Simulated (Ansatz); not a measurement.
CsPbCl₃, cubic perovskite was relaxed with 4 functionals in Ansatz 0.2.0, cell and atoms free, the symmetry of the start kept (meshes: PBE 6×6×6, r2SCAN 4×4×4, PBEsol 4×4×4, LDA 4×4×4). Calculated for a static, non-magnetic cell.

The LDA result:
Space group Pm-3m (No. 221). a = 5.530 Å, b = 5.530 Å, c = 5.530 Å, α = 90.00°, β = 90.00°, γ = 90.00°
```
atom  site  symmetry       x       y       z
  Cs    1a      m-3m  0.0000  0.0000  0.0000
  Pb    1b      m-3m  0.5000  0.5000  0.5000
  Cl    3c    4/mm.m  0.5000  0.5000  0.0000
```

Space group Pm-3m (No. 221), cubic; a = 5.530 Å in the conventional setting, 33.82 Å³ an atom. Cs is surrounded by 12 Cl at 3.91 Å; Pb is surrounded by 6 Cl at 2.76 Å; Cl is surrounded by 2 Pb at 2.76 Å and 4 Cs at 3.91 Å.

(1) Order the functionals by the relaxed volume, smallest first.
A. r2SCAN
B. LDA
C. PBE
D. PBEsol

(2) How does the cell change with r2SCAN?

(3) What lattice does PBE give?

(4) Held at the r2SCAN cell, what mean stress do LDA and PBE find, and does its sign point to their own minimum?

Answers

(1) B (33.82 Å³/atom), D (35.61 Å³/atom), A (36.59 Å³/atom), C (37.69 Å³/atom).

(2) a = 5.677 Å; the volume differs by +8.2 % from LDA's. Around Cs lie 12 Cl at 4.01 Å; around Pb lie 6 Cl at 2.84 Å; around Cl lie 2 Pb at 2.84 Å and 4 Cs at 4.01 Å.

(3) a = 5.733 Å; the volume differs by +11.4 % from LDA's. Cs is surrounded by 12 Cl at 4.05 Å; Pb is surrounded by 6 Cl at 2.87 Å; Cl is surrounded by 2 Pb at 2.87 Å and 4 Cs at 4.05 Å.

(4) Yes. LDA -1.95 GPa, and its relaxed volume is -7.6 % from r2SCAN's; PBE +0.79 GPa, and its relaxed volume is +3.0 % from r2SCAN's. Compression counts positive, so a positive stress asks for a larger cell.
